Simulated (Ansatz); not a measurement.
Al:
```cif
data_Al2
_chemical_formula_sum 'Al2'
_space_group_name_H-M_alt 'P63/mmc'
_space_group_IT_number 194
_space_group_name_Hall '-P 6c 2c'
_cell_length_a 2.83050
_cell_length_b 2.83050
_cell_length_c 4.61012
_cell_angle_alpha 90.000
_cell_angle_beta 90.000
_cell_angle_gamma 120.000
loop_
_atom_site_label
_atom_site_type_symbol
_atom_site_symmetry_multiplicity
_atom_site_Wyckoff_symbol
_atom_site_fract_x
_atom_site_fract_y
_atom_site_fract_z
_atom_site_occupancy
Al1 Al 2 c 0.33333 0.66667 0.25000 1
```

Relaxed at zero pressure with plane-wave PAW r²SCAN (Ansatz code).

Question: The volume is raised by 3 % and shape and atoms relax at that volume. What pressure results, and how do the axes share the change?

Answer: -2.5 GPa; a 1.0 %, b 1.0 %, c 0.9 %; the energy rises by 4 meV/atom.

Question: Give the new structure.

Answer: 
Space group P6₃/mmc (No. 194); a = b = 2.860 Å, c = 4.653 Å, α = β = 90.00°, γ = 120.00°

| atom | site | symmetry | x | y | z |
|---|---|---|---|---|---|
| Al | 2c | -6m2 | 0.3333 | 0.6667 | 0.2500 |

The phase is kept; no other phase was compared at this pressure.

Space group P6_3/mmc (hcp (Mg type)). The workflow started from a Materials Project entry (that database holds measured and hypothetical structures alike); the Crystallography Open Database copy checked does not list it. It is not the phase usual at ambient conditions (space group No. 225). The cell was relaxed with r²SCAN under the symmetry of its start; whether a distortion lowers the energy is not shown. Axis ratios of metals converge slowly with the k-mesh, so a and c are less sure than the volume.

Potentials: the earlier of the program's two PAW sets. The files were generated under PBE; for other functionals the program regenerates the frozen cores, and for LDA and PBEsol the local potential too.
